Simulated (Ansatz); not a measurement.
CaO:
```yaml
crystal:
  lattice:
    - [0.00000, 2.39898, 2.39898]
    - [2.39898, 0.00000, 2.39898]
    - [2.39898, 2.39898, 0.00000]
  atoms:
    - { symbol: Ca, position: [0.00000, 0.00000, 0.00000] }
    - { symbol: O, position: [0.50000, 0.50000, 0.50000] }
```

Relaxed with HSE06.

### Question
Give the Bader charges and basin volumes of the independent atoms, HSE06 in the plane-wave PAW code Ansatz.

### Answer


```csv
atom,Bader charge (e),Bader volume (Å³)
Ca1,+1.54,11.6
O2,-1.54,16.0
```

Space group Fm-3m (rock salt). Symmetry was held in the HSE06 relaxation.

Potentials: the earlier of the program's two PAW sets.
